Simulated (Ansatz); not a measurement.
Starting cell, Ga2O3 (corundum):

```
CELL_PARAMETERS angstrom
      2.52884     1.46003     4.54105
     -2.52884     1.46003     4.54105
      0.00000    -2.92005     4.54105
ATOMIC_POSITIONS crystal
  Ga 0.35584 0.35584 0.35584
  Ga 0.14416 0.14416 0.14416
  Ga 0.64416 0.64416 0.64416
  Ga 0.85584 0.85584 0.85584
  O  0.55313 0.94687 0.25000
  O  0.25000 0.55313 0.94687
  O  0.94687 0.25000 0.55313
  O  0.44687 0.05313 0.75000
  O  0.75000 0.44687 0.05313
  O  0.05313 0.75000 0.44687
```

A phonon eigenvector at Γ is frozen into this cell: atom i moves by Q times the vector below, so Q is the largest atomic displacement, in Å. The cell is held. It is one choice among 2 degenerate patterns.

| atom | x | y | z |
|---|---|---|---|
| Ga1 | -0.052 | 0.171 | 0.000 |
| Ga2 | 0.052 | 0.171 | 0.000 |
| Ga3 | -0.052 | 0.171 | 0.000 |
| Ga4 | 0.052 | 0.171 | 0.000 |
| O5 | 0.000 | -0.427 | 0.904 |
| O6 | 0.060 | -0.531 | -0.452 |
| O7 | -0.060 | -0.531 | -0.452 |
| O8 | 0.000 | -0.427 | 0.904 |
| O9 | 0.060 | -0.531 | -0.452 |
| O10 | -0.060 | -0.531 | -0.452 |

Calculation: PBE (plane waves to 420 eV, PAW, scalar-relativistic; Ansatz, a quantum-chemistry and plane-wave program). k mesh 8×8×8 (Γ-centred), Fermi-Dirac smearing 0.05 eV. E stands for the smeared free energy. Compression counts positive. Ga2O3 was relaxed with its symmetry unable to fall. The zero of ΔE is the undisplaced structure.

Task: Predict the ΔE (meV/cell) and P (GPa) at Q (Å) = -0.180, -0.090, -0.030, 0.030, 0.090, 0.150.

Result: 
```csv
Q (Å),ΔE (meV/cell),P (GPa)
-0.180,829,5.24
-0.090,201,1.30
-0.030,22,0.15
0.030,22,0.15
0.090,201,1.30
0.150,568,3.63
```

(For displaced atoms, the force is minus the slope of the energy, and its curvature is a force constant, which sets phonon frequencies.)
